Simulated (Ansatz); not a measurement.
NbHO$_{3}$:
```yaml
crystal:
  lattice:
    - [3.82049, 0.00000, 0.00000]
    - [0.00000, 4.07721, 0.00000]
    - [0.00000, 0.00000, 4.04266]
  atoms:
    - { symbol: Nb, position: [0.50000, 0.50000, 0.43614] }
    - { symbol: O, position: [0.50000, 0.00000, 0.54141] }
    - { symbol: O, position: [0.00000, 0.50000, 0.49960] }
    - { symbol: O, position: [0.50000, 0.50000, 0.99456] }
    - { symbol: H, position: [0.50000, 0.00000, 0.78483] }
```

x, y and z are the axes in which the lattice vectors are written.

Question: Give the high-frequency dielectric tensor and the Born effective charge tensors of the independent atoms from DFPT, plane-wave PAW PBEsol (Ansatz code).

Answer: 
ε∞:
```
6.08  0.00  0.00
0.00  3.75  0.00
0.00  0.00  4.18
```
Z* of atom 1 (Nb), rows: field, columns: displacement, in e:
```
10.13   0.00   0.00
 0.00   5.47   0.00
 0.00   0.00   6.15
```
Z* of atom 2 (O), rows: field, columns: displacement, in e:
```
-1.26   0.00   0.00
 0.00  -3.77   0.00
 0.00   0.00  -0.99
```
Z* of atom 3 (O), rows: field, columns: displacement, in e:
```
-8.12   0.00   0.00
 0.00  -1.22   0.00
 0.00   0.00  -1.05
```
Z* of atom 4 (O), rows: field, columns: displacement, in e:
```
-1.12   0.00   0.00
 0.00  -1.02   0.00
 0.00   0.00  -4.73
```
Z* of atom 5 (H), rows: field, columns: displacement, in e:
```
0.38  0.00  0.00
0.00  0.54  0.00
0.00  0.00  0.62
```

Space group Pmm2. The start of the workflow was typed in or built on a structure type; neither database checked (COD, Materials Project) lists it. Whether it is the stable phase at ambient conditions was not checked. The PBEsol relaxation kept the symmetry of its start. At this level the phase is dynamically unstable (imaginary phonons). The workflow began spin-polarised and lost its moments. Spin–orbit coupling is left out wherever it is not named.

Potentials: the earlier of the program's two PAW sets. The files were generated under PBE; for other functionals the program regenerates the frozen cores, and for LDA and PBEsol the local potential too.
